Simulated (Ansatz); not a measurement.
Ca₂Si (fluorite or antifluorite type, Fm-3m) at seven volumes, r²SCAN in the plane-wave PAW code Ansatz, scaled uniformly. One row is withheld.

```
V (Å³/atom)  P (GPa)
-----------  -------
27.835          4.42
28.753             ?
29.671          1.26
30.588          0.00
31.506         -1.09
32.424         -2.04
33.341         -2.85
```

Fit the shown pressures and predict the withheld one.

Third-order Birch–Murnaghan: P = (3/2)B₀(x^(7/2) − x^(5/2))[1 + (3/4)(B′ − 4)(x − 1)] with x = (V₀/V)^(2/3). Least squares on the six rows gives V₀ = 30.587 Å³/atom, B₀ = 39.08 GPa, B′ = 3.86. At V = 28.753, x = 1.0421 and P = 2.72 GPa. The run itself gave 2.72 GPa.

The workflow started from a Materials Project entry (that database holds measured and hypothetical structures alike); the Crystallography Open Database copy checked does not list it. Whether it is the stable phase at ambient conditions was not checked. The cell was relaxed with r²SCAN under the symmetry of its start; whether a distortion lowers the energy is not shown.

Potentials: the later of the program's two PAW sets.
